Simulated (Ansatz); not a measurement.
# MgC$_{2}$S$_{2}$N$_{2}$: single run (Ansatz)

The input file (Ansatz 0.2.0, plane waves):

```yaml
crystal:
  lattice:
    - [0.0, 3.781107, 0.0]
    - [5.370546, -1.890553, 0.0]
    - [1.617075, 0.0, -6.019023]
  atoms:
    - { symbol: Mg, position: [0.0, 0.0, 0.0] }
    - { symbol: C, position: [0.75861, 0.51722, 0.778] }
    - { symbol: C, position: [0.24139, 0.48278, 0.222] }
    - { symbol: "N", position: [0.85963, 0.71926, 0.82342] }
    - { symbol: "N", position: [0.14037, 0.28074, 0.17658] }
    - { symbol: S, position: [0.6103, 0.2206, 0.7332] }
    - { symbol: S, position: [0.3897, 0.7794, 0.2668] }
  symmetry: { tolerance: 0.0003 }
kpoints:
  mp_grid: { grid: [5, 5, 3], shift: [0, 0, 0] }
magnetization:
  spin_polarized: false
scf:
  occupations: { method: tetrahedron }
hamiltonian:
  pseudopotentials: { kind: paw }
  xc: pbe
basis:
  ecutwfc: 420
output:
  forces: true
  stress: true
  eigenvalues: true
```

Run with:

```bash
ansatz run input.yaml --threads 1 --pin off --max-ram 2560MiB --backend cpu --events-out ev --progress --plain --runs-dir out
```

Origin of the cell: a known structure type with other elements, at an estimated volume, so it need not be a known compound.

Output (shortened):

```
Warning: output.forces, output.stress, relax.cell or npt_langevin: where a Kohn–Sham band that disperses or a degenerate level is filled in part under the method tetrahedron, the forces or th […]
band count auto-derived: 28 (N_el = 40.0; filled up to band 20; 27 by the electrons, moments and atoms)
Pseudopotentials: kind: paw
Pseudopotential: Mg, paw, valence charge 10, recommended cutoff 420 eV (normal), Mg.paw.azcp
Pseudopotential: C, paw, valence charge 4, recommended cutoff 420 eV (normal), C.paw.azcp
Pseudopotential: N, paw, valence charge 5, recommended cutoff 420 eV (normal), N.paw.azcp
Pseudopotential: S, paw, valence charge 6, recommended cutoff 420 eV (normal), S.paw.azcp
Functional definition: PBE
  exchange = pbe_x(kappa = kappa, mu = beta*pi^2/3)
  correlation = pbe_c(beta = beta)
Crystal: 7 atoms, lattice volume = 122.226 Å³
Basis set: ecut = 420 eV, 2387 PW (Γ), exchange–correlation on 54×80×90 points (8 copies of the dense FFT grid, shifted against one another)
[… 12 lines left out …]
Initial density: superposition of atomic densities (neutral atoms: chi_scale 0, normalization atom), corrected by the library's trained network
Functional: x = pbe(κ = 0.804, μ = 0.219515), c = pbe(β = 0.066725)
SCF iter   1: F=—  HF=-4999.093995 eV  Δρ=1.90e-3  dr2=5.04e-3
SCF iter   2: F=—  HF=-4999.095649 eV  Δρ=1.00e-3  dr2=1.01e-3  defer=52
SCF iter   3: F=—  HF=-4999.097472 eV  Δρ=5.95e-4  dr2=4.51e-4  defer=52
SCF iter   4: F=—  HF=-4999.097557 eV  Δρ=1.51e-4  dr2=4.18e-5  defer=52
SCF iter   5: F=—  HF=-4999.097590 eV  Δρ=5.67e-5  dr2=5.38e-6  defer=52
SCF iter   6: F=—  HF=-4999.097594 eV  Δρ=2.25e-5  dr2=8.06e-7  defer=52
SCF iter   7: F=-4999.097595 eV  HF=-4999.097595 eV  Δρ=5.04e-6  dr2=3.51e-8
SCF 1 converged in 7 iterations: F = -4999.097595 eV  dr2 = 3.51e-8
SCF converged after 7 iterations
Stability not checked: this state was not tested for a lower state beside it, because cold or Methfessel-Paxton smearing, or corrected tetrahedra, fill the levels in a way that the test cannot read (fill_not_monotonic; […]
Free energy (F): -4999.097595 eV
Harris-Foulkes:  -4999.097595 eV  (|F-HF|=7.20e-8)
Internal energy: -4999.097595 eV  (E = F + TS)
E sigma→0 (E₀):  -4999.097595 eV
Fermi energy:    2.267357 eV
--- Per-component energies (eV) ---
  E_band       = -502.607329
  E_kinetic    = 720.024521
  E_local      = -3284.924889  (includes V_loc(G=0)·N_el)
  E_nonlocal   = 301.779489
  E_hartree    = 1162.780541
  E_xc         = -433.544982
  E_vxc        = -475.550996  (∫ρ·V_xc dr)
  E_paw        = -1946.151633  (= ΣΔE_a)
  E_vpaw       = -89.499211  (= ΣTr[D̂ρ^β])
  E_aug_tail   = 0.000213  (compensation charges beyond the density's cutoff)
  E_ewald      = -1519.060855
  E_smearing   = -0.000000  (= −TS)
  Σ components = -4999.097595   (vs F -4999.097595, Δ=0.00e0)
--- Forces (eV/Å), atoms counted from 1 ---
  atom   1  Mg     0.000000     0.000000     0.000000
  atom   2  C      0.669304     0.000000    -0.532795
  atom   3  C     -0.669304    -0.000000     0.532795
  atom   4  N     -1.808884    -0.000000     0.537276
  atom   5  N      1.808884     0.000000    -0.537276
  atom   6  S      1.349178     0.000000     0.325226
  atom   7  S     -1.349178    -0.000000    -0.325226
  max |Σ_I F_I| component: 0.00e0 eV/Å
--- Stress (GPa, compression-positive) ---
       -9.028822      -0.000001       2.867951
       -0.000001       3.499374       0.000000
        2.867950       0.000000       2.498040
  P = ⅓ Tr σ = -1.0105 GPa (-10.105 kbar)
```

Caveats: forces and stress under tetrahedra may miss the slope of the energy.

It ran for 4.9 s on 1 thread of Arm Neoverse V1, with other jobs on the host, peak memory 0.37 GiB, from the program's own first density.
